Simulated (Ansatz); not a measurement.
Relax this structure to zero stress and force, keeping its symmetry:

Space group R-3m:H (No. 166). a = 3.686 Å, b = 3.686 Å, c = 17.470 Å, α = 90.00°, β = 90.00°, γ = 120.00°
```json
{"atom": "Mn", "site": "3a", "symmetry": "-3m", "x": "0.0000", "y": "0.0000", "z": "0.0000"}
{"atom": "Cl", "site": "6c", "symmetry": "3m", "x": "0.0000", "y": "0.0000", "z": "0.2500"}
```

Level of theory: DFT r2SCAN, scalar-relativistic, plane waves, PAW (Ansatz).

Cutoff 500 eV; k points 9×9×9 on the computed 3-atom cell (Γ-centred); Gaussian smearing, width 0.02 eV; collinear spin from starting moments 4.94 0 0 μB.

Q: What does it relax to?

A: The volume increases by 1.02 Å³/atom to 23.86 Å³/atom, and the energy falls by 16.8 meV/atom. The cell ends with a moment of 5.00 μB (only this magnetic start was tried). Final structure:
```xyz
3
Lattice="1.8471 1.0664 6.0575 -1.8471 1.0664 6.0575 0.0000 -2.1329 6.0575" Properties=species:S:1:pos:R:3 pbc="T T T"
Mn    0.0000    0.0000    0.0000
Cl    0.0000    0.0000    4.6747
Cl    0.0000    0.0000   13.4977
```

Course of the relaxation (steps run on the plane waves of an earlier cell, and the basis is chosen afresh near the end, so energy and pressure can step there; trial steps that raised the energy were taken back; energies are free energies):

| step | E − E_final (meV/atom) | largest force component (eV/Å) | P (GPa) | V (Å³/atom) |
| --- | --- | --- | --- | --- |
| 1 | 16.8 | 0.563 | -1.58 | 22.84 |
| 2 | 11.4 | 0.404 | 0.84 | 24.38 |
| 3 | 0.8 | 0.006 | -0.22 | 23.76 |
| 4 | 0.5 | 0.012 | -0.09 | 23.70 |
| 5 | 0.3 | 0.000 | 0.06 | 23.74 |
| 6 | 0.4 | 0.001 | 0.00 | 23.86 |
| 7 | 0.0 | 0.001 | 0.01 | 23.86 |

The state reached may not be the lowest one. The cell holds one magnetic atom, so it can only be ferromagnetic; an antiferromagnetic order may lie lower. The cell holds layers, and where no dispersion correction was added their binding is poorly described.